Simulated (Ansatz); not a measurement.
# BeAu: pressure against volume

BeAu, P2_13, a = 4.659 Å. The structure is a COD entry; whether it is the stable form wasn't checked. Ansatz: PBEsol, PAW, 420 eV, Γ-centred 8×8×8 mesh on 8 atoms, Gaussian smearing 0.10 eV; no spin polarisation. Shape and atoms are relaxed at each volume; pressure is positive in compression.

| V (Å³/atom) | P (GPa) |
| --- | --- |
| 11.881 | 11.87 |
| 12.260 | 5.43 |
| 12.640 | -0.01 |
| 13.019 | -4.60 |
| 13.398 | ? |

Problem. Take V0 = 12.640 Å³/atom, count pressures from its P0 = -0.01 GPa, fit the third-order Birch–Murnaghan form to the other rows, and predict the missing pressure.

Solution. With the Eulerian strain f = ½[(V0/V)^(2/3) − 1] and y = (P − P0)/[3f(1 + 2f)^(5/2)], the form is the line y = B0 + 1.5 B0 (B0′ − 4) f. Rows (f, y): 0.02107, 169.5; 0.01028, 167.6; -0.00975, 164.8. Means f = 0.007200, y = 167.30; Σ(Δf)² = 0.0004892, ΣΔfΔy = 0.07381; the slope is their ratio. y = 166.2 + 150.9 f GPa, so B0 = 166.2 GPa and B0′ = 4 + 2 × (150.9)/(3 × 166.2) = 4.61. At V = 13.398, f = -0.01904, y = 163.33 and P = -8.48 GPa. The run gave -8.40 GPa, so the fit is 0.08 GPa too low, a small miss on the scale of the series. The form still works here, 33 % of the fitted range beyond its end.

Spin–orbit coupling is left out, which can shift energies with elements as heavy as these.